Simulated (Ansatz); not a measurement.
Sheets of one type (MA2Z4 (prismatic core, outer Z over the empty site)-type), the program Ansatz at the r²SCAN+D4 level (PAW); HSE06 gaps on those cells.

```csv
layer,a (Å),thickness (Å)
NbAs4Ge2,3.736,10.03
WAs4Ge2,___,___
MoAs4Ge2,3.647,10.03
TaAs4Ge2,3.729,10.02
```

**Question.** What belongs in the gaps?

**Answer.** 
- WAs4Ge2, a (Å): 3.650
- WAs4Ge2, thickness (Å): 10.02

Spin orders computed, not proven ground states: NbAs4Ge2, MA2Z4 (prismatic core, outer Z over the empty site)-type layer ferromagnetic; TaAs4Ge2, MA2Z4 (prismatic core, outer Z over the empty site)-type layer ferromagnetic. All cells were relaxed under the symmetry of their starts (and spin orders); stability against distortions was not tested throughout. Rows with no word on spin ran without spin polarisation. Scalar-relativistic: spin–orbit coupling is off unless named, which matters more the heavier the elements. Constructed layers (a layer type filled with these elements): NbAs4Ge2, MA2Z4 (prismatic core, outer Z over the empty site)-type layer; WAs4Ge2, MA2Z4 (prismatic core, outer Z over the empty site)-type layer; MoAs4Ge2, MA2Z4 (prismatic core, outer Z over the empty site)-type layer; TaAs4Ge2, MA2Z4 (prismatic core, outer Z over the empty site)-type layer.

Potentials: the later of the program's two PAW sets.
